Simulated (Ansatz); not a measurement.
Relaxed-ion elastic tensor of TiHg (L1₀ or tetragonal B2, P4/mmm) in GPa (Voigt order), LDA (plane waves, PAW; program Ansatz); density 11.95 g/cm³, 17.27 Å³ per atom.

|  | 1 | 2 | 3 | 4 | 5 | 6 |
|---|---|---|---|---|---|---|
| 1 | 178 | 108 | 118 | 0.0 | 0.0 | 0.0 |
| 2 | 108 | 178 | 118 | 0.0 | 0.0 | 0.0 |
| 3 | 118 | 118 | 187 | 0.0 | 0.0 | 0.0 |
| 4 | 0.0 | 0.0 | 0.0 | 92.5 | 0.0 | 0.0 |
| 5 | 0.0 | 0.0 | 0.0 | 0.0 | 92.5 | 0.0 |
| 6 | 0.0 | 0.0 | 0.0 | 0.0 | 0.0 | 38.8 |

Q: Is the crystal mechanically stable?

A: Yes: the smallest eigenvalue of C is 38.8 GPa.

Q: Work out the Voigt, Reuss and Hill averages.

A: K_V = 137, K_R = 137, K_H = 137; G_V = 58.0, G_R = 46.2, G_H = 52.1 GPa.

Q: Give Young's modulus, Poisson's ratio, Pugh's ratio and the universal anisotropy index.

A: E = 9KG/(3K + G) = 139 GPa; ν = 0.33; K/G = 2.63 (ductile by the Pugh limit of 1.75); A_U = 5G_V/G_R + K_V/K_R − 6 = 1.28.

Q: Estimate the sound speeds and the Debye temperature.

A: v_l = √((K + 4G/3)/ρ) = 4160 m/s, v_t = √(G/ρ) = 2090 m/s, mean 2340 m/s; Θ = (h/k)(3n/4πV)^(1/3) v_m = 270 K.

Q: How much does each axis shrink under pressure?

A: Linear compressibilities β_i = Σ_j S_ij (j = 1 to 3): x 2.7, y 2.7, z 2.0 per TPa.

The workflow started from an entry of the Crystallography Open Database (COD). Its standing as an ambient phase is unchecked. The LDA relaxation kept the symmetry of its start; of distortions, only those at the zone centre were tested. No spin polarisation was allowed. As this level gives no gap, shear constants depend on the k-mesh and smearing (Fermi–Dirac, 0.1 eV here). On the denser mesh and wider smearing of the elastic run this cell carries a stress of 0.4 GPa. Scalar-relativistic: spin–orbit coupling is off unless named, which matters more the heavier the elements.

Potentials: the later of the program's two PAW sets.
